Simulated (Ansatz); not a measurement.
Trial structure of GdAl2As3, not yet relaxed:

```
CELL_PARAMETERS angstrom
3.44733 0.00000 0.00000
0.00000 3.44733 0.00000
0.00000 0.00000 10.30650
ATOMIC_POSITIONS crystal
Gd 0.00000 0.00000 0.00000
Al 0.00000 0.00000 0.33426
Al 0.00000 0.00000 0.66574
As 0.50000 0.50000 0.18374
As 0.50000 0.50000 0.50000
As 0.50000 0.50000 0.81625
```

Level of theory: DFT PBE, scalar-relativistic, plane waves, PAW in Ansatz. Cutoff 420 eV; k points 6×6×2 on the computed 6-atom cell (Γ-centred); Gaussian smearing, width 0.10 eV; collinear spin from starting moments 7.0 0.0 0.0 0.0 0.0 0.0 μB.

Formation energies are uncorrected and refer to the elements' standard structures at the same level.

Q: How far from equilibrium is it?

A: The pressure is -1.6 GPa (the mean over three directions, positive in compression), the largest force is 0.08 eV/Å, and the energy is −0.22 eV/atom against the elements. The shortest distance is 2.89 Å.

Q: How much does it gain on relaxing, and where does it end?

A: Relaxing gains under 0.1 eV/atom (the start's value is from the coarse mesh, so the gain is rough) in 11 ionic steps and ends at −0.30 eV/atom on the finer mesh. The symmetry stays P4/mmm (No. 123). The volume per atom shrinks by 2.1 %, from 20.4 to 20.0 Å³. The shortest distance goes from 2.89 Å (Al–As) to 2.75 Å (Al–Al). The ratio c/a of the conventional cell changes by a factor of 0.81. Conventional cell: a = 3.675 Å, c = 8.878 Å. Around Gd lie 8 As at 3.06 Å, 2 Al at 3.06 Å and 4 Gd at 3.68 Å; around Al lie 1 Al at 2.75 Å, 8 As at 2.94–2.98 Å and 1 Gd at 3.06 Å; around As on a site of symmetry 4mm lie 1 As at 2.83 Å, 4 Al at 2.98 Å, 4 Gd at 3.06 Å, 1 As at 3.22 Å and 4 As at 3.68 Å; 1 more site not described.

The last run used collinear spin, a 12×12×4 mesh (in the run's order of axes) for its 6-atom cell and Gaussian smearing of 0.10 eV. The reference form of As is held partly by dispersion forces, which this level lacks. The 4f shell of Gd is treated without a Hubbard U, which places its levels poorly. The magnetic state reached may not be the lowest. The relaxation can't lower the symmetry of the start. Symmetry constrained the relaxation, so the result can be a saddle point.
